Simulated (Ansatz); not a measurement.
## Zone-centre modes in Ta3N

Level of theory: Ansatz, DFT PBEsol, scalar-relativistic, plane waves, PAW. Cutoff 420 eV, Γ-centred 18×18×8 k-points, Gaussian smearing of 0.15 eV. Spin–orbit coupling is left out, which can shift energies with elements as heavy as these. No spin polarisation.

The starting cell (relaxed at this level; it needn't be the usual structure):

```
Ta N
1.0
     3.00050    0.00000    0.00000
    -1.50025    2.59851    0.00000
     0.00000    0.00000    7.44993
Ta N
3 1
Direct
  0.00000 0.00000 0.50000
  0.33333 0.66667 0.17259
  0.66667 0.33333 0.82741
  0.00000 0.00000 0.00000
```

Harmonic modes by finite displacements of 0.02 Å, without the LO–TO term.

Q: At this geometry, is the structure stable against these modes?

A: Yes: no mode is imaginary beyond 10 cm⁻¹, and only the three translations lie near zero.

Q: List the wavenumbers in cm⁻¹.

A: 0, 0, 0, 40, 40, 99, 99, 167, 185, 538, 538, 586.

Cost: 1 run of about 5.2 core-minutes, on Intel Xeon Processor @ 2.70GHz (shared hosts).